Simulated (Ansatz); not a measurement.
TiMnB₄: stable or not

The structure comes from a generated guess, relaxed at this level; another structure or a mixture of phases may lie lower.

Computed with Ansatz 0.2.0, DFT PBE, scalar-relativistic, plane waves, PAW. Cutoff 420 eV, Γ-centred 12×12×6 mesh (6-atom cell), Gaussian smearing of 0.10 eV, collinear spin.

```
Ti Mn B
1.0
     3.02465    0.00000    0.00000
    -1.51232    2.61942    0.00000
     0.00000    0.00000    6.13395
Ti Mn B
1 1 4
Direct
  0.00000 0.00000 0.00000
  0.00000 0.00000 0.50000
  0.33333 0.66667 0.74155
  0.66667 0.33333 0.74155
  0.33333 0.66667 0.25845
  0.66667 0.33333 0.25845
```

The zero of energy is the elements' standard structures at the same level; no fitted shifts are applied.

Question: These tests were run: energy against the elements; phonons on a 3×3×1 q mesh. What do they show?

Answer:

```json
{"test": "energy against the elements", "result": "−0.68 eV/atom"}
{"test": "phonons on a 3×3×1 q mesh", "result": "no imaginary mode on the mesh"}
```

It fails none of these tests. Whether a mixture of other phases lies lower isn't tested here.

The magnetic state reached may not be the lowest. The run for the phonons used a 12×12×6 k mesh and Gaussian smearing of 0.20 eV. The cell carries site moments Mn 2.3 μB.
